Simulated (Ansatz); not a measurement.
Input and command of a plane-wave DFT calculation in Ansatz:

```yaml
crystal:
  lattice:
    - [-2.1900881922, 2.1257390622, 4.2570906758]
    - [2.1900881922, -2.2544373222, 4.3227933216]
    - [2.1900881922, 2.2544373222, -4.3227933216]
  atoms:
    - { symbol: Ta, position: [0.0, 0.5, 0.5] }
    - { symbol: Ta, position: [0.2681744161, 0.2681744161, 0.0] }
    - { symbol: Ta, position: [0.5, 0.0, 0.5] }
    - { symbol: Ta, position: [0.7318255839, 0.7318255839, 0.0] }
    - { symbol: "N", position: [0.75, 0.25, 0.5] }
    - { symbol: "N", position: [0.0, 0.0, 0.0] }
    - { symbol: "N", position: [0.25, 0.75, 0.5] }
basis:
  ecutwfc: 500
kpoints:
  mp_grid: { grid: [12, 12, 12] }
hamiltonian:
  xc: r2scan
scf:
  occupations: { method: gaussian, width: 0.15 }
output:
  forces: true
  stress: true
  eigenvalues: true
```

```bash
ansatz run input.yaml --threads 2 --pin off --max-ram 5120MiB --backend cpu --events-out ev --progress --plain --runs-dir out
```

Processor: Intel(R) Xeon(R) Processor @ 2.50GHz (Skylake/Cascade Lake), 2 threads, on a host shared with other jobs.

Question: How long does it run, and how much memory does it take?

Answer: About 3 min on 2 threads of Intel(R) Xeon(R) Processor @ 2.50GHz (Skylake/Cascade Lake), with other jobs on the host, peak memory 1.7 GiB. It solves 41 bands at 476 k points (the mesh reduced by symmetry) with about 2077 plane waves, in 8 SCF iterations.
